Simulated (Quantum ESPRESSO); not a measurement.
Band energies of BaTiO3

```
BaTiO3
1.0
    3.98333     0.00000     0.00000
    0.00000     2.86259     2.87534
    0.00000    -2.86259     2.87534
O Ti Ba
3 1 1
Cartesian
  1.99166   1.39431   4.22612
  1.99166  -1.39431   4.22612
  0.00000   0.00000   2.80748
  1.99166   0.00000   2.98173
  0.00000   0.00000   0.01961
```

PBEsol (pw.x of Quantum ESPRESSO, ONCV potentials, with spin-orbit coupling); path ΓXSRAZΓYX1A1TY,ZT; energies in eV from the valence-band maximum.

```
k (1/Å)  point  band 40  band 41  band 42  band 43  band 44  band 45  band 46  band 47
-------  -----  -------  -------  -------  -------  -------  -------  -------  -------
0.00         Γ    -0.37     2.17     2.17     2.37     2.37     2.44     2.44     4.36
0.73              -0.45     3.31     3.31     3.46     3.47     3.65     3.67     5.01
1.09         X    -0.22     3.71     3.71     3.76     3.76     4.05     4.05     5.11
1.48              -0.61     3.08     3.08     3.72     3.72     3.78     3.79     4.96
1.86         S    -0.76     2.37     2.37     3.70     3.70     3.73     3.73     4.35
2.26              -0.48     2.99     3.01     3.72     3.74     3.79     3.81     4.83
2.65         R    -0.05     3.76     3.76     3.78     3.78     4.12     4.12     4.83
3.04              -0.03     3.97     3.98     4.01     4.01     4.24     4.24     6.04
3.42         A     0.00     4.26     4.26     4.29     4.30     4.40     4.40     6.42
3.79              -0.23     3.87     3.88     4.03     4.04     4.19     4.19     6.43
4.52         Z    -1.01     2.53     2.53     3.66     3.66     3.82     3.82     4.35
5.30         Γ    -0.37     2.17     2.17     2.37     2.37     2.44     2.44     4.36
5.93              -0.55     3.21     3.21     3.23     3.23     3.46     3.46     4.96
6.40         Y    -0.22     3.71     3.71     3.76     3.76     4.05     4.05     5.11
6.40        X1    -0.22     3.71     3.71     3.76     3.76     4.05     4.05     5.11
7.19        A1     0.00     4.26     4.26     4.29     4.30     4.40     4.40     6.42
7.19         T     0.00     4.26     4.26     4.30     4.30     4.40     4.40     6.42
7.78              -0.21     3.76     3.77     3.80     3.81     4.09     4.09     5.55
7.97         Y    -0.22     3.71     3.71     3.76     3.76     4.05     4.05     5.11
7.97         Z    -1.01     2.53     2.53     3.66     3.66     3.82     3.82     4.35
8.29              -0.95     2.95     2.95     3.73     3.73     3.86     3.86     5.00
9.07         T     0.00     4.26     4.26     4.30     4.30     4.40     4.40     6.42
```

The PBEsol gap is indirect, 2.17 eV, from A to Γ; the smallest direct gap is 2.53 eV.

Geometry of the Materials Project entry, not relaxed at this level.

This is not the ordinary phase of the substance.

Letters of k points follow the standard setting of the lattice, whose axes may be ordered differently from the printed cell.
